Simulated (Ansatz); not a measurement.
Relaxed-ion elastic tensor of TiC (CsCl type, space group No. 221) in GPa (Voigt order), r²SCAN (plane waves, PAW; program Ansatz); density 5.03 g/cm³, 9.88 Å³ per atom.

```
-27.0    360    360    0.0    0.0    0.0
  360  -27.0    360    0.0    0.0    0.0
  360    360  -27.0    0.0    0.0    0.0
  0.0    0.0    0.0   -374    0.0    0.0
  0.0    0.0    0.0    0.0   -374    0.0
  0.0    0.0    0.0    0.0    0.0   -374
```

Task: Is the crystal mechanically stable?

Result: No: the smallest eigenvalue of C is -387 GPa.

Space group Pm-3m (CsCl type). The cell is a constructed one: a structure type filled with these elements; neither database checked (COD, Materials Project) lists it. It is not the phase usual at ambient conditions (space group No. 225). Symmetry was held in the r²SCAN relaxation. At this level the phase is mechanically unstable. The run is not spin-polarised. As this level gives no gap, shear constants depend on the k-mesh and smearing (Fermi–Dirac, 0.1 eV here). On the denser mesh and wider smearing of the elastic run this cell carries a stress of 0.3 GPa.

Potentials: the earlier of the program's two PAW sets.
